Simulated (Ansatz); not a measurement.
The relaxed structure here is a generated cell of ZrAl3: the first start was made by placing the elements on the sites of a structure type, and the end was not matched to a known phase here, so it may be hypothetical. Known forms of ZrAl3 include space group No. 139.

The end point of a relaxation of ZrAl$_{3}$. Space group P6mm (No. 183). These are PBE (plane waves to 420 eV, PAW, scalar-relativistic; Ansatz, a quantum-chemistry and plane-wave program) values and carry that method's errors.

```cif
data_Al3Zr
_chemical_formula_sum 'Al3 Zr1'
_space_group_name_H-M_alt 'P 1'
_space_group_IT_number 1
_cell_length_a 4.39294
_cell_length_b 4.39294
_cell_length_c 5.72044
_cell_angle_alpha 90.000
_cell_angle_beta 90.000
_cell_angle_gamma 120.000
loop_
_space_group_symop_operation_xyz
  'x, y, z'
loop_
_atom_site_label
_atom_site_type_symbol
_atom_site_fract_x
_atom_site_fract_y
_atom_site_fract_z
_atom_site_occupancy
Al1 Al 0.00000 0.00000 0.61397 1
Al2 Al 0.66667 0.33333 0.87284 1
Al3 Al 0.33333 0.66667 0.87284 1
Zr1 Zr 0.00000 0.00000 0.11307 1
```

For ZrAl3, the volume per atom is 23.90 Å³, the band gap comes out as zero (metallic) and the shortest distances is Al–Al 2.54 Å; Al–Zr 2.86 Å. The k-mesh is 12×12×8.

Band energies at high-symmetry points (eV from the Fermi level; labels of this space group; no spin-orbit coupling), from −5 eV up to 1.4 eV:

```
point                                     energies
-----  -------------------------------------------
Γ         -4.24 -1.84 -1.84 -1.74 -0.77 -0.77 0.82
M      -3.30 -2.76 -1.28 -0.29 0.01 0.41 1.20 1.28
K               -1.09 -0.90 -0.90 -0.26 -0.26 1.09
A                    -1.77 -1.77 -1.48 -1.07 -1.07
L      -3.37 -2.88 -1.93 -1.62 0.42 1.26 1.30 1.36
H                 -2.09 -1.67 -1.67 0.07 0.98 0.98
```

No spin polarisation in the result.

The run could not lose the symmetry of its start, so the end can be a saddle point.

It was reached from a disturbed copy of a P6/mmm (No. 191) cell (AFLOW prototype A3B_hP4_191_bc_a (as in Li3N)), against which it lies -0.35 eV/atom.
